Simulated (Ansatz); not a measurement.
Task: Each is relaxed and computed with DFT-LDA in the program Ansatz with PAW potentials. Which is the only one with a gap?
(A) CaSi2, R-3m (Ca on 6c, Si on 6c, Si on 6c)
(B) YOF, R-3m (Y on 6c, O on 6c, F on 6c)
(C) YSi2Pt2, I4/mmm (Y on 2a, Si on 4e, Pt on 4d)
(D) Y2C, R-3m (Y on 6c, C on 3a)

Result: B, YOF, R-3m (Y on 6c, O on 6c, F on 6c). YOF: gap 4.96 eV; Y2C: metal; CaSi2: metal; YSi2Pt2: metal. Standing as an ambient phase not checked: YOF, R-3m (Y on 6c, O on 6c, F on 6c); Y2C, R-3m (Y on 6c, C on 3a); CaSi2, R-3m (Ca on 6c, Si on 6c, Si on 6c); YSi2Pt2, I4/mmm (Y on 2a, Si on 4e, Pt on 4d). All cells were relaxed under the symmetry of their starts (and spin orders); stability against distortions was not tested throughout. Rows with no word on spin ran without spin polarisation. Spin–orbit coupling is left out wherever it is not named.

Potentials: the later of the program's two PAW sets.
